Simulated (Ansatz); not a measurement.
Here is the system:

GaAs:
```xyz
6
Lattice="4.0182 0.0000 0.0000 -2.0091 3.4799 0.0000 0.0000 0.0000 8.7813" Properties=species:S:1:pos:R:3 pbc="T T T"
Ga     2.0100     0.0000     5.8542
Ga    -1.0050     1.7407     2.9271
Ga     1.0041     1.7392     0.0000
As     2.0096     0.0000     1.4635
As    -1.0048     1.7403     7.3177
As     1.0043     1.7395     4.3906
```

This is the PBEsol-relaxed structure.

All from DFT-PBEsol in the program Ansatz with PAW potentials, unless another level is named. Estimate the bulk modulus (Birch–Murnaghan fit).

73.9 GPa.

Give the highest zone-centre frequency.

34.4 meV.

Space group P6_222. The start of the workflow was typed in or built on a structure type; neither database checked (COD, Materials Project) lists it. It is not the phase usual at ambient conditions (space group No. 216). Symmetry was held in the PBEsol relaxation; of distortions, only those at the zone centre were tested.

Potentials: the later of the program's two PAW sets.
